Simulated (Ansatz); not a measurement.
BeS:
```
BeS
1.0
    3.44991     0.00000     0.00000
   -1.72496     2.98771     0.00000
    0.00000     0.00000     7.83182
Be S
3 3
Direct
  0.00000   0.50000   0.33333
  0.50000   0.50000   0.66667
  0.50000   0.00000   0.00000
  0.00000   0.50000   0.83333
  0.50000   0.50000   0.16667
  0.50000   0.00000   0.50000
```

Relaxed with r²SCAN.

Problem. Map the electron localisation function on the plane through (0.000, 0.500, 0.333) spanned by u = [1, 0, 0] and v = [0, 0, 1] in lattice vectors, from r²SCAN (plane waves, PAW; program Ansatz).

Solution. x is the fraction of u, y of v (the angle between them is 90°; rows are the nearest grid lines); atoms in the plane: Be at (0.00, 0.00), Be at (0.50, 0.33), S at (0.00, 0.50), S at (0.50, 0.83).
```
y \ x   0.000  0.118  0.176  0.294  0.353  0.471  0.529  0.647  0.706  0.824  0.882   1.00
------  -----  -----  -----  -----  -----  -----  -----  -----  -----  -----  -----  -----
1.00    0.000  0.021  0.191  0.496  0.504  0.478  0.478  0.504  0.496  0.191  0.021  0.000
0.923   0.117  0.693  0.881  0.921  0.909  0.810  0.810  0.909  0.921  0.881  0.693  0.117
0.846   0.176  0.611  0.802  0.847  0.621  0.001  0.001  0.621  0.847  0.802  0.611  0.176
0.769   0.045  0.240  0.507  0.771  0.753  0.549  0.549  0.753  0.771  0.507  0.240  0.045
0.692   0.178  0.112  0.106  0.325  0.522  0.716  0.716  0.522  0.325  0.106  0.112  0.178
0.615   0.823  0.769  0.667  0.245  0.108  0.059  0.059  0.108  0.245  0.667  0.769  0.823
0.538   0.072  0.456  0.722  0.714  0.523  0.084  0.084  0.523  0.714  0.722  0.456  0.072
0.462   0.072  0.659  0.872  0.885  0.793  0.271  0.271  0.793  0.885  0.872  0.659  0.072
0.385   0.823  0.863  0.880  0.859  0.680  0.023  0.023  0.680  0.859  0.880  0.863  0.823
0.308   0.178  0.204  0.228  0.166  0.052  0.000  0.000  0.052  0.166  0.228  0.204  0.178
0.231   0.045  0.089  0.155  0.304  0.313  0.239  0.239  0.313  0.304  0.155  0.089  0.045
0.154   0.176  0.232  0.275  0.260  0.204  0.117  0.117  0.204  0.260  0.275  0.232  0.176
0.0769  0.117  0.209  0.255  0.158  0.093  0.039  0.039  0.093  0.158  0.255  0.209  0.117
0.000   0.000  0.021  0.191  0.496  0.504  0.478  0.478  0.504  0.496  0.191  0.021  0.000
```

The density is the valence pseudo-density with augmentation charge, so density and ELF within about 1 Å of a nucleus are not all-electron values.

Space group P6_422. The start of the workflow was typed in or built on a structure type; neither database checked (COD, Materials Project) lists it. COD files the formula under space group No. 216, so this cell is another polymorph or a model. Whether it is the stable phase at ambient conditions was not checked. Symmetry was held in the r²SCAN relaxation; whether a distortion lowers the energy is not shown.

Potentials: the earlier of the program's two PAW sets.
